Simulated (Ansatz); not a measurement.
Relaxed K (bcc, W type):

```
K
1.0
   -5.27949     5.27949     5.27949
    2.63975    -2.63975     2.63975
    2.63975     2.63975    -2.63975
K
2
Direct
  0.00000   0.00000   0.00000
  0.50000   0.00000   0.00000
```

A phonon eigenvector at N = (0.5, 0.0, 0.0) is frozen into this cell: atom i moves by Q times the vector below, so Q is the largest atomic displacement, in Å. The cell is held. (q is in reciprocal vectors of the primitive cell; the cell shown is doubled to hold the pattern.)

```json
[
 {"atom": "K1", "x": "1.000", "y": "0.000", "z": "0.000"},
 {"atom": "K2", "x": "-1.000", "y": "0.000", "z": "0.000"}
]
```

All values below come from PBE (plane waves to 420 eV, PAW, scalar-relativistic; Ansatz, an electronic-structure program). k mesh 13×13×13 (Γ-centred), Fermi-Dirac smearing 0.05 eV. The energy includes the smearing's −TS. With partly filled bands, energies and forces of such displacements shift with the k mesh and the smearing. K was relaxed with its symmetry unable to fall. The PAW data are Ansatz's earlier set. The zero of ΔE is the undisplaced structure. The last digit holds for this mesh only.

```
Q (Å)    ΔE (meV/cell)
-------  -------------
-0.2800          27.03
-0.2333       withheld
-0.1867          12.23
-0.1400           6.92
-0.0933           3.09
-0.0467           0.77
0.0000            0.00
0.0467            0.77
0.0933            3.09
0.1400            6.92
0.1867           12.23
0.2333        withheld
0.2800           27.03
```

**Question.** Fit an even polynomial form (powers 2, 4) to the given rows and predict ΔE at Q = 0.2333.

**Answer.** Least squares on the 11 given rows: ΔE = (355.8)·Q² + (-140.7)·Q⁴, in meV/cell with Q in Å; root-mean-square residual 0.003 meV/cell. At 0.2333 the fit gives 18.95 meV/cell; the calculation gives 18.95 meV/cell, the same to the digits shown. The quadratic term alone would give 19.37 meV/cell.

(A displaced cell: forces are minus the slopes of the energy, force constants its curvatures, and phonons follow from these.)
